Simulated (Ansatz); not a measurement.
## Structure relaxation, La2O3

The start is a relaxed La2O3 cell, doubled along one cell vector, shaken by Gaussian noise of σ = 0.08 Å a coordinate. The structure is fully relaxed (lattice and positions, P = 0) with r2SCAN (plane waves to 500 eV, PAW, scalar-relativistic; Ansatz, an electronic-structure program). The first steps use a coarse 5×3×5 k-mesh.

Starting cell:
```
La2O3
1.0
    4.55960     0.00000     0.00000
    0.00000     9.11920     0.00000
    0.00000     0.00000     4.55960
La O
4 6
Direct
  0.53547   0.23513   0.50043
  0.49262   0.75331   0.46100
  0.00449   0.99874   0.03405
  0.99780   0.49940   0.00702
  0.52779   0.99794   0.00051
  0.50742   0.50723   0.00814
  0.00355   0.24163   0.99501
  0.00891   0.73255   0.02563
  0.01456   0.99405   0.51792
  0.01267   0.51111   0.52298
```

| Property | Value |
|---|---|
| Largest initial force | 3.75 eV/Å, on O8 (atoms numbered as listed) |
| Energy released | 0.83 eV/atom |
| Relative to the parent | It does not go back: it reaches P2₁ (No. 4), 792 meV/atom below the parent |
| Shortest distances (start → end) | The closest pairs of elements (up to four, under 3.6 Å), start → end: La–O 2.13 → 2.31 Å; O–O 3.04 → 2.94 Å; La–La 3.71 → 3.60 Å |
| Band gap at the end | 3.75 eV, indirect (valence top at k = (0.375, 0, -0.25), conduction bottom at Γ) (no spin-orbit coupling) |
| Optimiser moves | 16 |

The end point of the relaxation:

Space group P2₁ (No. 4); a = 4.4413 Å, b = 4.3726 Å, c = 9.4257 Å, α = γ = 90.00°, β = 96.32°

```json
[
 {"atom": "La", "site": "2a", "symmetry": "1", "x": "0.2836", "y": "0.4640", "z": "0.6306"},
 {"atom": "La", "site": "2a", "symmetry": "1", "x": "0.1305", "y": "0.4832", "z": "0.1498"},
 {"atom": "O", "site": "2a", "symmetry": "1", "x": "0.0334", "y": "0.4788", "z": "0.8954"},
 {"atom": "O", "site": "2a", "symmetry": "1", "x": "0.6509", "y": "0.4523", "z": "0.2525"},
 {"atom": "O", "site": "2a", "symmetry": "1", "x": "0.2226", "y": "0.8190", "z": "0.4212"}
]
```

Final values are on a 8×8×4 k-mesh of the relaxed cell. No spin polarisation in the result.

The relaxed structure here is a generated cell of La2O3: the first start was made by a random draw of sites in a space group, and the end was not matched to a known phase here, so it may be hypothetical. Known forms of La2O3 include space group No. 164.
